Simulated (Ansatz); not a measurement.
Input:

NbAgO$_{3}$:
```xyz
5
Lattice="3.9181 0.0000 0.0000 0.0000 3.9181 0.0000 0.0000 0.0000 3.9181" Properties=species:S:1:pos:R:3 pbc="T T T"
Nb     0.0000     0.0000     0.0000
Ag     1.9590     1.9590     1.9590
O      1.9590     0.0000     0.0000
O      0.0000     1.9590     0.0000
O      0.0000     0.0000     1.9590
```

This is the LDA-relaxed structure.

Task: All from DFT-LDA in the program Ansatz with PAW potentials, unless another level is named. Estimate the bulk modulus (Birch–Murnaghan fit).

Result: 224 GPa.

Task: What about the elastic constants (relaxed ions, GPa)?

Result: C11 = 450, C12 = 112, C44 = 50.7.

Space group Pm-3m (cubic perovskite). The first step of the workflow began from a Materials Project structure, measured or hypothetical; the Crystallography Open Database copy checked does not list it. COD files the formula under space group No. 57, so this cell is another polymorph or a model. Its standing as an ambient phase is unchecked. Symmetry was held in the LDA relaxation. At this level the phase is dynamically unstable (imaginary phonons). The run is not spin-polarised.

Potentials: the later of the program's two PAW sets.
